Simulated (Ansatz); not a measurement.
Consider the following.

CdS:
```cif
data_CdS
_chemical_formula_sum 'Cd1 S1'
_space_group_name_H-M_alt 'P 1'
_space_group_IT_number 1
_cell_length_a 3.85619
_cell_length_b 3.85619
_cell_length_c 3.85619
_cell_angle_alpha 60.000
_cell_angle_beta 60.000
_cell_angle_gamma 60.000
loop_
_space_group_symop_operation_xyz
  'x, y, z'
loop_
_atom_site_label
_atom_site_type_symbol
_atom_site_fract_x
_atom_site_fract_y
_atom_site_fract_z
_atom_site_occupancy
Cd1 Cd 0.50000 0.50000 0.50000 1
S1 S 0.00000 0.00000 0.00000 1
```

This is the r²SCAN-relaxed structure.

Question: All from r²SCAN (plane waves, PAW; program Ansatz), unless another level is named. Give the electron effective mass.

Answer: 0.19, 0.19, 0.40 mₑ (principal values).

Question: Predict the band gap.

Answer: 0.75 eV (indirect).

Question: Give the formation energy from the elements (no fitted shifts).

Answer: -0.73 eV/atom.

Question: And the smallest direct gap on the standard path?

Answer: 2.39 eV.

Question: Predict the weight of the valence-edge state by species (Voronoi cells).

Answer: S 85 %, Cd 15 %.

Question: Predict the weight of the conduction-edge state by species (Voronoi cells).

Answer: Cd 73 %, S 27 %.

Space group Fm-3m (rock salt). This is a known high-pressure phase of the composition, computed here at zero pressure and temperature. Symmetry was held in the r²SCAN relaxation; whether a distortion lowers the energy is not shown. The references are the lowest solids computed at this level, not always the standard phases. Scalar-relativistic: spin–orbit coupling is off unless named, which matters more the heavier the elements.

Potentials: the later of the program's two PAW sets.
